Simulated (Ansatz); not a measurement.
**Ag vacancy in Ag**

The calculation used Ansatz, DFT PBEsol, scalar-relativistic, plane waves, PAW. (420 eV cutoff, 4×4×4 k-mesh, Gaussian smearing of 0.10 eV, no spin polarisation)

Host crystal, relaxed:

```cif
data_structure
_symmetry_space_group_name_H-M 'P 1'
_symmetry_Int_Tables_number 1
_cell_length_a 2.8669
_cell_length_b 2.8669
_cell_length_c 2.8669
_cell_angle_alpha 60.000
_cell_angle_beta 60.000
_cell_angle_gamma 60.000
_cell_volume 16.66
loop_
_atom_site_label
_atom_site_type_symbol
_atom_site_fract_x
_atom_site_fract_y
_atom_site_fract_z
_atom_site_occupancy
Ag1 Ag 0.00000 0.00000 0.00000 1
```

Supercell of 27 atoms, rows in host cell vectors: 0 -3 3; 0 0 3; -3 0 3. Atoms relax at the host's cell, keeping the symmetry that the supercell leaves at the site. The cell is small, so energies carry finite-size errors of tenths of an eV. The host is a metal.

Defect: Ag vacancy at (0.000, 0.000, 0.000) of the host cell, charge 0.

(1) Give the relaxed supercell.

Results:

(1)
```
CELL_PARAMETERS angstrom
0.00000 6.08165 -6.08165
6.08165 6.08165 0.00000
6.08165 0.00000 -6.08165
ATOMIC_POSITIONS crystal
Ag 0.66667 0.32960 0.66667
Ag 0.66667 0.67040 0.66667
Ag 0.33707 0.00000 0.66667
Ag 0.33707 0.32960 0.66667
Ag 0.33344 0.66677 0.66635
Ag 0.99627 0.00000 0.66667
Ag 0.99990 0.33323 0.66698
Ag 0.99627 0.67040 0.66667
Ag 0.66667 0.00000 0.33707
Ag 0.66667 0.32960 0.33707
Ag 0.66635 0.66677 0.33344
Ag 0.33344 0.99969 0.33344
Ag 0.33405 0.33262 0.33405
Ag 0.33344 0.66677 0.33344
Ag 0.99627 0.00000 0.33707
Ag 0.99929 0.33262 0.33405
Ag 0.99929 0.66738 0.33405
Ag 0.66667 0.00000 0.99627
Ag 0.66698 0.33323 0.99990
Ag 0.66667 0.67040 0.99627
Ag 0.33707 0.00000 0.99627
Ag 0.33405 0.33262 0.99929
Ag 0.33405 0.66738 0.99929
Ag 0.99990 0.00031 0.99990
Ag 0.99990 0.33323 0.99990
Ag 0.99929 0.66738 0.99929
```
Around the defect: 12 Ag at 2.83 Å. The run ended with a moment of 0.00 μB (no spin polarisation).

Cost: 2 runs of about 6.1 core-minutes in all, on Intel Xeon Processor @ 2.70GHz (shared hosts).